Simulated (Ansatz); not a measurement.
NiS:
Space group R3m, hexagonal axes (No. 160); a = 9.4056 Å, b = 9.4056 Å, c = 3.0956 Å, α = 90.00°, β = 90.00°, γ = 120.00°

```json
[
 {"atom": "Ni", "site": "9b", "symmetry": ".m", "x": "0.1764", "y": "0.0882", "z": "0.4853"},
 {"atom": "S", "site": "9b", "symmetry": ".m", "x": "0.1124", "y": "0.2248", "z": "0.0065"}
]
```
(The calculation used a cell of 6 atoms; values per cell refer to that cell.)

Relaxed at zero pressure with the program Ansatz at the PBEsol level (PAW).

Q: The volume is raised by 6 % and shape and atoms relax at that volume. What pressure results, and how do the axes share the change?

A: -7.3 GPa; a 2.0 %, b 2.0 %, c 1.8 %; the energy rises by 19 meV/atom.

Q: Give the new structure.

A: 
Space group R3m, hexagonal axes (No. 160); a = b = 9.5974 Å, c = 3.1515 Å, α = β = 90.00°, γ = 120.00°

```json
[
 {"atom": "Ni", "site": "9b", "symmetry": ".m", "x": "0.1755", "y": "0.0877", "z": "0.4824"},
 {"atom": "S", "site": "9b", "symmetry": ".m", "x": "0.1117", "y": "0.2233", "z": "0.0095"}
]
```

The phase is kept; no other phase was compared at this pressure.

The first step of the workflow began from a Materials Project structure, measured or hypothetical; the Crystallography Open Database files this formula in space group No. 160, but the cells were not matched. Its standing as an ambient phase is unchecked. The PBEsol relaxation kept the symmetry of its start; whether a distortion lowers the energy is not shown. The run is not spin-polarised.

Potentials: the later of the program's two PAW sets.
